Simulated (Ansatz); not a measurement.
Crystals of one structure type (Cu3Au type) and one family of elements, relaxed and computed with LDA (plane waves, PAW; program Ansatz).

```json
[
 {"crystal": "SiNi3", "V (Å³/atom)": "10.07", "highest Γ mode, no LO–TO term (cm⁻¹)": "345"},
 {"crystal": "Ni3Sn", "V (Å³/atom)": "12.04", "highest Γ mode, no LO–TO term (cm⁻¹)": "271"},
 {"crystal": "SnPd3", "V (Å³/atom)": "15.27", "highest Γ mode, no LO–TO term (cm⁻¹)": "214"},
 {"crystal": "SnPt3", "V (Å³/atom)": "15.76", "highest Γ mode, no LO–TO term (cm⁻¹)": "?"}
]
```

Q: Fit a straight line to ln ω against ln V and predict the withheld value.

A: Least squares on the 3 shown rows: ln ω = -1.14 × ln V + (8.463), with a scatter of 2 %. For SnPt3 this gives 204. The run itself gave 180, outside the scatter: the line misses something about this case.

Standing as an ambient phase not checked: Ni3Sn, Cu3Au type; SnPd3, Cu3Au type; SnPt3, Cu3Au type. All cells were relaxed under the symmetry of their starts (and spin orders); stability against distortions was not tested throughout. Rows with no word on spin ran without spin polarisation. Spin–orbit coupling is left out wherever it is not named.

Potentials: the later of the program's two PAW sets.
